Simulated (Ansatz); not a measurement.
Values for one crystal, relaxed and computed with plane-wave PAW r²SCAN (Ansatz code); other levels are named.

```yaml
volume_per_atom: 13.88 Å³
electronic_character: metallic (no gap)
Bulk modulus (Birch–Murnaghan fit): 120 GPa
Elastic constants (relaxed ions, GPa): C11 = 249, C12 = 55.2, C44 = -32.8
mechanical_stability: unstable (C has a negative eigenvalue)
Density of states at the Fermi level: 0.34 states/eV per atom (mean over ±0.08 eV)
Pressure derivative B′: 4.3
```

Q: Which of these materials gives this?
A) Li2Al, Cmcm (Li on 4c, Li on 4c, Al on 4c)
B) LuAl2, cubic Laves (MgCu2 type)
C) SrAl2, Imma (Sr on 4e, Al on 8h)
D) AlNi, rock salt

A: D, AlNi, rock salt

Space group Fm-3m (rock salt). The start of the workflow was typed in or built on a structure type; neither database checked (COD, Materials Project) lists it. It is not the phase usual at ambient conditions (space group No. 221). The cell was relaxed with r²SCAN under the symmetry of its start. The workflow began spin-polarised and lost its moments. As this level gives no gap, shear constants depend on the k-mesh and smearing (Fermi–Dirac, 0.1 eV here).

Potentials: the later of the program's two PAW sets.
